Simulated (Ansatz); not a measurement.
This cell of Bi$_{2}$Te$_{3}$ (Bi2Te3 type, space group R-3m) is off equilibrium:

```
Bi2Te3
1.0
    2.28506     1.31928     9.67507
   -2.28506     1.31928     9.67507
    0.00000    -2.63856     9.67507
Bi Te
2 3
Direct
  0.40015   0.40015   0.40015
  0.59985   0.59985   0.59985
  0.00000   0.00000   0.00000
  0.20935   0.20935   0.20935
  0.79065   0.79065   0.79065
```

Calculation: PBE-D3(BJ) (plane waves to 420 eV, PAW, scalar-relativistic; Ansatz, a quantum-chemistry and plane-wave program). k mesh 9×9×9 (Γ-centred), Fermi-Dirac smearing 0.05 eV. The energy includes the smearing's −TS. Compression counts positive. As the atoms are clamped, bonds stretch with the cell, which overstates energies and stresses. Bi2Te3 was relaxed with its symmetry unable to fall. Spin-orbit coupling is left out, though Bi and Te are heavy.

Q: Give the stress tensor in GPa and the pressure.

A: 
```
  -2.55     0.00     0.00
   0.00    -2.55     0.00
   0.00     0.00    -0.34
```
The pressure, a third of the trace, is -1.81 GPa.

Q: It is the relaxed cell deformed to V/V₀ = 1.040, (c/a)/(c/a)₀ = 0.920, c along z, fractional positions held. What is its energy relative to the relaxed cell?

A: 21.6 meV/atom.

(A scan under strain: stresses follow from slopes of the energy per volume, elastic moduli from its curvatures.)
